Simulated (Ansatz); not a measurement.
Given:

FeSi2:
```
FeSi2
1.0
    2.65990     0.00000     0.00000
    0.00000     2.65990     0.00000
    0.00000     0.00000     5.06556
Fe Si
1 2
Direct
  0.00000   0.00000   0.00000
  0.50000   0.50000   0.72877
  0.50000   0.50000   0.27123
```

This is the LDA-relaxed structure. x, y and z are the axes in which the lattice vectors are written.

### Question
All from plane-wave PAW LDA (Ansatz code), unless another level is named. Give the Poisson's ratio.

### Answer
0.23.

### Question
What about the elastic constants (relaxed ions, GPa)?

### Answer
C11 = 376, C12 = 89.2, C13 = 108, C33 = 504, C44 = 122, C66 = 132.

### Question
Next, the highest zone-centre frequency?

### Answer
565 cm⁻¹.

Space group P4/mmm. The first step of the workflow began from a Materials Project structure, measured or hypothetical; the Crystallography Open Database files this formula in space group No. 123, but the cells were not matched. Whether it is the stable phase at ambient conditions was not checked. The cell was relaxed with LDA under the symmetry of its start; of distortions, only those at the zone centre were tested. No spin polarisation was allowed. As this level gives no gap, shear constants depend on the k-mesh and smearing (Fermi–Dirac, 0.1 eV here). As this level gives no gap, phonon frequencies hold no LO–TO term and depend on the k-mesh and smearing (Fermi–Dirac, 0.1 eV here).

Potentials: the later of the program's two PAW sets.
